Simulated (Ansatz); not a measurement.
VBiO4:
```
VBiO4
1.0
   -2.53150     2.53150     5.71529
    2.53150    -2.53150     5.71529
    2.53150     2.53150    -5.71529
V Bi O
2 2 8
Direct
  0.50000   0.50000   0.00000
  0.25000   0.75000   0.50000
  0.00000   0.00000   0.00000
  0.75000   0.25000   0.50000
  0.17082   0.56091   0.89143
  0.31091   0.91949   0.89010
  0.66949   0.27939   0.10857
  0.02939   0.42082   0.10990
  0.57918   0.68909   0.60857
  0.43909   0.33051   0.60990
  0.08051   0.97061   0.39143
  0.72061   0.82918   0.39010
```

Relaxed with LDA.

Decompose the optical modes at the zone centre into irreducible representations, and say which are infrared and Raman allowed.

Point group 4/m: Γ_opt = 3Ag + 4Au + 5Bg + 3Bu + 5Eg + 4Eu. Infrared: Au, Eu. Raman: Ag, Bg, Eg.

Assign frequencies (DFPT, LDA in the plane-wave PAW code Ansatz; without the LO–TO term).

Eg 80, Bg 94, Au 99, Bg 124, Eu 131, Eg 140, Eu 142, Ag 219, Au 263, Bu 263, Eg 274, Eu 335, Ag 346, Bg 352, Bg 380, Eg 388, Au 417, Bu 455, Eu 718, Eg 723, Au 728, Bg 753, Bu 814, Ag 824 cm⁻¹.

Subscripts of B labels follow the axes of the standard setting.

Space group I4_1/a. The cell was relaxed with LDA under the symmetry of its start; of distortions, only those at the zone centre were tested. The run is not spin-polarised. No Hubbard U is applied. Scalar-relativistic: spin–orbit coupling is off unless named, which matters more the heavier the elements.

Potentials: the later of the program's two PAW sets.
